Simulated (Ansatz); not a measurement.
AgI in space group P4/nmm (No. 129; Ag on 2a, I on 2c), plane-wave PAW LDA (Ansatz code). The conduction-band minimum lies at Γ, with 1 equivalent valley. Second derivatives d²E/dk² of the lowest band at one valley (eV·Å²), along Cartesian directions:

```tsv
direction	d²E/dk²
[100]	52.47
[010]	52.47
[001]	34.89
[110]	52.51
[101]	43.68
[011]	43.68
```

Find the principal effective masses, the density-of-states mass and the conductivity mass.

Off-diagonal terms follow from H_xy = H[110] − (H_xx + H_yy)/2, and m*/mₑ = 7.620 eV·Å² over each eigenvalue: 0.15, 0.15, 0.22. One valley's DOS mass (m₁m₂m₃)^(1/3) = 0.17, conductivity mass 3/(Σ 1/mᵢ) = 0.16 mₑ.

What effective density of states Nc follows at 300 K for parabolic valleys?

Nc = 2.509e19 × 1 × (0.17)^(3/2) ≈ 1.8e18 cm⁻³.

The workflow started from a Materials Project entry (that database holds measured and hypothetical structures alike); the Crystallography Open Database copy checked does not list it. It is not the phase usual at ambient conditions (space group No. 186, 216). Symmetry was held in the LDA relaxation; its stability against distortions is not shown here. No spin polarisation was allowed. A crystal of weakly bound layers computed without a dispersion correction: the cell and the soft elastic constants depend strongly on that. Scalar-relativistic: spin–orbit coupling is off unless named, which matters more the heavier the elements.

Potentials: the later of the program's two PAW sets.

Edges and masses are those of Kohn–Sham bands, whose gap is no quasiparticle gap.
